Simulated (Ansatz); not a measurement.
HfO2:
```xyz
6
Lattice="3.5768 0.0000 0.0000 0.0000 3.5768 0.0000 0.0000 0.0000 5.2027" Properties=species:S:1:pos:R:3 pbc="T T T"
Hf     0.0000     0.0000     0.0000
Hf     1.7884     1.7884     2.6013
O      0.0000     1.7884     1.0205
O      0.0000     1.7884     3.6218
O      1.7884     0.0000     1.5808
O      1.7884     0.0000     4.1821
```

Relaxed with r²SCAN.

### Question
Tabulate the valence density and the electron localisation function along the shortest Hf–Hf contact (3.58 Å), DFT-r²SCAN in the program Ansatz with PAW potentials.

### Answer


```tsv
distance from Hf (Å)	density (e/Å³)	ELF
0.36	20.48	0.84
0.54	10.29	0.84
0.72	3.98	0.71
0.89	1.29	0.36
1.07	0.48	0.12
1.25	0.31	0.13
1.43	0.30	0.25
1.61	0.32	0.35
1.79	0.33	0.37
1.97	0.32	0.35
2.15	0.30	0.25
2.32	0.31	0.13
2.50	0.48	0.12
2.68	1.29	0.36
2.86	3.98	0.71
3.04	10.29	0.84
3.22	20.48	0.84
```

The density is the valence pseudo-density with augmentation charge, so density and ELF within about 1 Å of a nucleus are not all-electron values.

Space group P4_2/nmc. This is a known high-temperature phase of the composition, computed here at zero pressure and temperature. Symmetry was held in the r²SCAN relaxation; of distortions, only those at the zone centre were tested. No spin polarisation was allowed. Scalar-relativistic: spin–orbit coupling is off unless named, which matters more the heavier the elements.

Potentials: the later of the program's two PAW sets.
